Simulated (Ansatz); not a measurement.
## YbC in the CsCl-type structure

Method: PBEsol, scalar-relativistic; collinear spin; PAW, 420 eV, Γ-centred 10×10×10 mesh, 0.05 eV Gaussian smearing; code Ansatz. The datasets are Ansatz's generated set soft_2.

```xyz
2
Lattice="2.9863 0.0000 0.0000 0.0000 2.9863 0.0000 0.0000 0.0000 2.9863" Properties=species:S:1:pos:R:3 pbc="T T T"
Yb    0.0000    0.0000    0.0000
C     1.4932    1.4932    1.4932
```

The start was a prototype's sites filled with these elements, not a measured cell.

Magnetic state: non-magnetic, site spin moments none.

The cell above was scaled in volume, its shape and atoms being fixed by the lattice's symmetry. Energies are counted from the cell above.

```csv
V (Å³/atom),ΔE (meV/atom),P from the stress (GPa)
12.784,8.53,5.37
13.050,2.04,2.53
13.317,0.00,0.00
13.583,1.98,-2.27
13.849,7.49,-4.30
```

Task: Do the energies and the pressures agree? Compare −ΔE/ΔV between neighbouring points (1 meV/Å³ = 0.1602 GPa) with the mean of their pressures.

Result: 
```csv
interval (Å³/atom),−ΔE/ΔV (GPa),mean P (GPa)
12.78 to 13.05,3.9,4.0
13.05 to 13.32,1.2,1.3
13.32 to 13.58,-1.2,-1.1
13.58 to 13.85,-3.3,-3.3
```
They differ by 0.06 GPa at most.

Task: What do the two routes give for V0, B0 and B0′?

Result: A third-order Birch–Murnaghan fit of the energies: V0 = 13.31 Å³/atom, B0 = 120 GPa, B0′ = 4.7. A polynomial of P in ln V, with B = −dP/d ln V at P = 0: V0 = 13.32 Å³/atom, B0 = 120 GPa, B0′ = 4.6.

B0·V0 = 119.9 GPa × 13.31 Å³ = 9.96 eV/atom sets the scale: near the minimum ΔE ≈ ½ B0 V0 x², with x = V/V0 − 1, and a pressure of 1.2 GPa squeezes the volume by about 1 %. At the ends of the curve: x = −4.0 % predicts 7.9 meV/atom and the run gives 8.5; x = +4.0 % predicts 8.1 meV/atom and the run gives 7.5. The lopsidedness is anharmonic: atoms resist being pushed together more than being pulled apart.

Without a U the 4f levels of Yb lie too near the Fermi level, so their share of the states there, and what hangs on it, is overstated. Scalar-relativistic only: spin–orbit splittings of the heavy atoms' levels are missing. The starting moments died out; a magnetic state reached from other starts isn't excluded. The run is a metal.
